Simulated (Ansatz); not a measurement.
**In, omega (AlB2-type): geometry optimisation**

These are results of DFT, PBEsol, plane waves (420 eV) with PAW, scalar-relativistic in Ansatz 0.2.0, not measurements. The PAW files were generated under PBE, with cores re-solved for the functional.

k-point mesh 7×7×10, Fermi-Dirac smearing 0.1 eV, no spin polarisation. Cell and atoms relax.

Starting structure:

```yaml
crystal:
  lattice:
    - [5.2864609513, 0.0, 0.0]
    - [-2.6432304757, 4.57820948, 0.0]
    - [0.0, 0.0, 3.2406005632]
  atoms:
    - { symbol: In, position: [0.0, 0.0, 0.0] }
    - { symbol: In, position: [0.3333333333, 0.6666666667, 0.5] }
    - { symbol: In, position: [0.6666666667, 0.3333333333, 0.5] }
hamiltonian:
  xc: pbesol
  pseudopotentials:
    kind: paw
    azcp:
      In: "pseudopotentials/In.paw.azcp"
basis:
  ecutwfc: 420
  fft_grid_basis: typed
kpoints:
  mp_grid: { grid: [7, 7, 10], shift: [0, 0, 0] }
magnetization:
  spin_polarized: false
scf:
  occupations: { method: fermi_dirac, width: 0.1 }
relax:
  max_steps: 60
  f_tol: 0.01
  cell: {}
```

Task: The pressure at the start is -0.4 GPa. By how much does the volume change?

Result: From 26.14 to 25.94 Å³ per atom, -0.8 %. The final cell has a = 5.261 Å, c = 3.247 Å (c/a = 0.617).

Task: How much energy does the relaxation gain?

Result: 0.4 meV per atom.
